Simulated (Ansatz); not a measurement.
ScAl$_{3}$ (Cu3Au type)

```xyz
4
Lattice="4.0858 0.0000 0.0000 0.0000 4.0858 0.0000 0.0000 0.0000 4.0858" Properties=species:S:1:pos:R:3 pbc="T T T"
Al     0.0000     2.0429     2.0429
Al     2.0429     2.0429     0.0000
Al     2.0429     0.0000     2.0429
Sc     0.0000     0.0000     0.0000
```

In this cell atom 3 (Al, nearest neighbour Al at 2.889 Å; its periodic images, 4.1 Å or more away, move with it) is moved by s along Cartesian [110], unit vector (0.707, 0.707, 0.000); all other atoms and the cell stay fixed.

Level of theory: r2SCAN (plane waves to 500 eV, PAW, scalar-relativistic; Ansatz, a first-principles code). k mesh 9×9×9 (Γ-centred), Fermi-Dirac smearing 0.05 eV. The energy includes the smearing's −TS. With partly filled bands, energies and forces of such displacements shift with the k mesh and the smearing. F∥ is the force on the atom along that direction. ScAl3 is run without spin polarisation. ScAl3 was relaxed with its symmetry unable to fall. ΔE is measured from the undisplaced structure.

Question: Give the computed ΔE (meV/cell) and F∥ (eV/Å) at s (Å) = -0.870, -0.696, 0.348, 0.522, 0.870.

Answer: 
```json
[
 {"s (Å)": "-0.870", "ΔE (meV/cell)": "3136", "F∥ (eV/Å)": "9.758"},
 {"s (Å)": "-0.696", "ΔE (meV/cell)": "1769", "F∥ (eV/Å)": "6.216"},
 {"s (Å)": "0.348", "ΔE (meV/cell)": "375", "F∥ (eV/Å)": "-2.270"},
 {"s (Å)": "0.522", "ΔE (meV/cell)": "903", "F∥ (eV/Å)": "-3.885"},
 {"s (Å)": "0.870", "ΔE (meV/cell)": "3136", "F∥ (eV/Å)": "-9.758"}
]
```

(A displaced cell: forces are minus the slopes of the energy, force constants its curvatures, and phonons follow from these.)
